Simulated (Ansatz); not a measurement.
Given:

ZnCdSe2:
```cif
data_CdSe2Zn
_chemical_formula_sum 'Zn1 Cd1 Se2'
_space_group_name_H-M_alt 'P-4m2'
_space_group_IT_number 115
_space_group_name_Hall 'P -4 -2'
_cell_length_a 4.07132
_cell_length_b 4.07132
_cell_length_c 5.84140
_cell_angle_alpha 90.000
_cell_angle_beta 90.000
_cell_angle_gamma 90.000
loop_
_atom_site_label
_atom_site_type_symbol
_atom_site_symmetry_multiplicity
_atom_site_Wyckoff_symbol
_atom_site_fract_x
_atom_site_fract_y
_atom_site_fract_z
_atom_site_occupancy
Zn1 Zn 1 c 0.50000 0.50000 0.50000 1
Cd1 Cd 1 a 0.00000 0.00000 0.00000 1
Se1 Se 2 g 0.50000 0.00000 0.27340 1
```

This is the LDA-relaxed structure.

Question: All from plane-wave PAW LDA (Ansatz code), unless another level is named. Give the highest zone-centre frequency (without LO–TO term).

Answer: 212 cm^-1.

Question: Predict the vibrational entropy at 300 K.

Answer: 39.2 J/(K·mol of atoms).

Question: Give the bulk modulus (Birch–Murnaghan fit).

Answer: 64.0 GPa.

The first step of the workflow began from a Materials Project structure, measured or hypothetical; the Crystallography Open Database copy checked does not list it. Whether it is the stable phase at ambient conditions was not checked. The LDA relaxation kept the symmetry of its start; phonons on a q-mesh show no instability.

Potentials: the later of the program's two PAW sets.
